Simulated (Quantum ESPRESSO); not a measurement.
pw.x input (Quantum ESPRESSO 7.5; LDA, PseudoDojo standard norm-conserving files, scalar-relativistic):

```
&CONTROL
  calculation = 'scf'
  pseudo_dir = './pseudo'
  outdir = './out'
  tprnfor = .true.
  tstress = .true.
/
&SYSTEM
  ibrav = 0
  nat = 10
  ntyp = 4
  ecutwfc = 84.0
  ecutrho = 336.0
  occupations = 'smearing'
  smearing = 'fd'
  degauss = 0.002
  nbnd = 22
/
&ELECTRONS
  conv_thr = 1e-09
/
ATOMIC_SPECIES
H 1.0080 H.upf
Li 6.9400 Li.upf
O 15.9990 O.upf
I 126.9045 I.upf
CELL_PARAMETERS angstrom
  6.434500000000   0.000000000000   0.000000000000
  0.000000000000   4.397100000000   0.000000000000
  0.000000000000   0.000000000000   5.620250000000
ATOMIC_POSITIONS crystal
H   0.750000000000   0.675500000000   0.352830000000
H   0.250000000000   0.324500000000   0.647170000000
H   0.750000000000   0.324500000000   0.352830000000
H   0.250000000000   0.675500000000   0.647170000000
Li   0.500000000000   0.500000000000   0.000000000000
Li   0.000000000000   0.500000000000   0.000000000000
O   0.750000000000   0.500000000000   0.242960000000
O   0.250000000000   0.500000000000   0.757040000000
I   0.750000000000   0.000000000000   0.745450000000
I   0.250000000000   0.000000000000   0.254550000000
K_POINTS automatic
4 6 6 0 0 0
```

End of the output:

```

[...]
     the Fermi energy is     2.2160 ev
!    total energy              =    -151.67653249 Ry
     estimated scf accuracy    <          1.3E-11 Ry
     smearing contrib. (-TS)   =      -0.00000000 Ry
     internal energy E=F+TS    =    -151.67653249 Ry
     The total energy is F=E-TS. E is the sum of the following terms:
     one-electron contribution =     -66.81261339 Ry
     hartree contribution      =      42.91449794 Ry
     xc contribution           =     -41.49912288 Ry
     ewald contribution        =     -86.27929415 Ry
     convergence has been achieved in  11 iterations
     Forces acting on atoms (cartesian axes, Ry/au):
     atom    1 type  1   force =     0.00000000    0.00392813    0.00127283
     atom    2 type  1   force =     0.00000000   -0.00392813   -0.00127283
     atom    3 type  1   force =     0.00000000   -0.00392813    0.00127283
     atom    4 type  1   force =     0.00000000    0.00392813   -0.00127283
     atom    5 type  2   force =     0.00000000   -0.00000000   -0.00000000
     atom    6 type  2   force =     0.00000000    0.00000000   -0.00000000
     atom    7 type  3   force =     0.00000000    0.00000000   -0.01076193
     atom    8 type  3   force =     0.00000000    0.00000000    0.01076193
     atom    9 type  4   force =     0.00000000    0.00000000   -0.00190726
     atom   10 type  4   force =     0.00000000    0.00000000    0.00190726
     Total force =     0.017525     Total SCF correction =     0.000001
     Computing stress (Cartesian axis) and pressure
          total   stress  (Ry/bohr**3)                   (kbar)     P=      -26.37
  -0.00018351   0.00000000   0.00000000          -27.00        0.00        0.00
   0.00000000  -0.00013978   0.00000000            0.00      -20.56        0.00
   0.00000000   0.00000000  -0.00021449            0.00        0.00      -31.55
```
In a gapped system the printed Fermi energy is only some level inside the gap.

Spin-orbit coupling is not included.

Geometry of the Materials Project entry, not relaxed at this level.
